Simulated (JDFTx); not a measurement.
An input for JDFTx (a modified build) (KI(100), vacuum; bohr, hartree) and the course of its log:

```
lattice \
  9.4670736320 0.0000000000 0.0000000000 \
  0.0000000000 9.4670736320 0.0000000000 \
  0.0000000000 0.0000000000 50.2667149150
coords-type Lattice
ion I 0.0000000000 0.0000000000 -0.1997613720 1
ion I 0.5000000000 0.5000000000 -0.0665871240 0
ion I 0.0000000000 0.0000000000 0.0665871240 0
ion I 0.5000000000 0.5000000000 0.1997613720 1
ion K 0.5000000000 0.5000000000 -0.1997613720 1
ion K 0.0000000000 0.0000000000 -0.0665871240 0
ion K 0.5000000000 0.5000000000 0.0665871240 0
ion K 0.0000000000 0.0000000000 0.1997613720 1
ion-species pseudo/i_pbe_v1.upf
ion-species pseudo/k_pbe_v1.4.upf
elec-cutoff 20 100
elec-ex-corr gga-PBE
coulomb-interaction Slab 001
coulomb-truncation-embed 0 0 0
kpoint-folding 4 4 1
elec-smearing Fermi 0.003
lcao-params 10
elec-n-bands 39
converge-empty-states yes
electronic-scf nIterations 100 energyDiffThreshold 1e-07
ionic-minimize nIterations 10 energyDiffThreshold 1e-5 knormThreshold 4e-4
dump-name vac.$VAR
dump End State Ecomponents EigStats BandEigs Forces ElecDensity IonicPositions Fillings Kpoints Dtot
```

```
[the ionic steps are shown, and the last electronic cycles]
IonicMinimize: Iter:   0  F: -160.687454422375623  |grad|_K:  8.998e-04
IonicMinimize: 	Wolfe criterion not satisfied: alpha: 1  (E-E0)/|gdotd0|: -1.07884  gdotd/gdotd0: 0.984123 (taking cubic step)
IonicMinimize: 	Wolfe criterion not satisfied: alpha: 1.95296  (E-E0)/|gdotd0|: -2.05127  gdotd/gdotd0: 1.0413 (taking cubic step)
IonicMinimize: 	Wolfe criterion not satisfied: alpha: 3.85888  (E-E0)/|gdotd0|: -3.94078  gdotd/gdotd0: 1.0264 (taking cubic step)
IonicMinimize: Iter:   1  F: -160.687527465611282  |grad|_K:  7.964e-04  alpha:  7.671e+00  linmin: -9.756e-01
SCF: Cycle: 21   F: -160.687710953429047   dF: -6.709e-08   |Residual|: 6.651e-05   |deigs|: 1.953e-05
	FillingsUpdate:  mu: -0.134644394  nElectrons: 64.000000
SCF: Cycle: 22   F: -160.687711011327593   dF: -5.790e-08   |Residual|: 4.654e-05   |deigs|: 4.846e-05
SCF: Converged (|Delta E|<1.000000e-07 for 2 iters).
IonicMinimize: Iter:   2  F: -160.687711011327593  |grad|_K:  3.426e-04  alpha:  6.974e-01  linmin:  3.310e-01
IonicMinimize: Converged (|grad|_K<4.000000e-04).
```

This run gave no converged result. The electrons converged at the last geometry, but the relaxation ended without meeting its force or energy threshold; the structure isn't a minimum.
